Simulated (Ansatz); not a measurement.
Here is the system:

AlBN₂:
```yaml
crystal:
  lattice:
    - [-2.05214, 2.05214, 3.84274]
    - [2.05214, -2.05214, 3.84274]
    - [2.05214, 2.05214, -3.84274]
  atoms:
    - { symbol: Al, position: [0.75000, 0.25000, 0.50000] }
    - { symbol: Al, position: [0.00000, 0.00000, 0.00000] }
    - { symbol: B, position: [0.25000, 0.75000, 0.50000] }
    - { symbol: B, position: [0.50000, 0.50000, 0.00000] }
    - { symbol: N, position: [0.18100, 0.12500, 0.55600] }
    - { symbol: N, position: [0.87500, 0.43100, 0.05600] }
    - { symbol: N, position: [0.56900, 0.62500, 0.44400] }
    - { symbol: N, position: [0.37500, 0.81900, 0.94400] }
```

This is the PBE-relaxed structure.

Question: All from PBE in the plane-wave PAW code Ansatz, unless another level is named. Give the electron effective mass.

Answer: 0.36, 0.36, 0.44 mₑ (principal values).

Question: Give the weight of the valence-edge state by species (Voronoi cells).

Answer: N 84 %, B 10 %, Al 6 %.

Question: What about the weight of the conduction-edge state by species (Voronoi cells)?

Answer: Al 43 %, N 34 %, B 23 %.

Question: And the valence-band maximum?

Answer: at Γ.

Space group I-42d (chalcopyrite). The start of the workflow was typed in or built on a structure type; neither database checked (COD, Materials Project) lists it. Its standing as an ambient phase is unchecked. The cell was relaxed with PBE under the symmetry of its start; its stability against distortions is not shown here.

Potentials: the earlier of the program's two PAW sets.

Edges and masses are those of Kohn–Sham bands, whose gap is no quasiparticle gap.
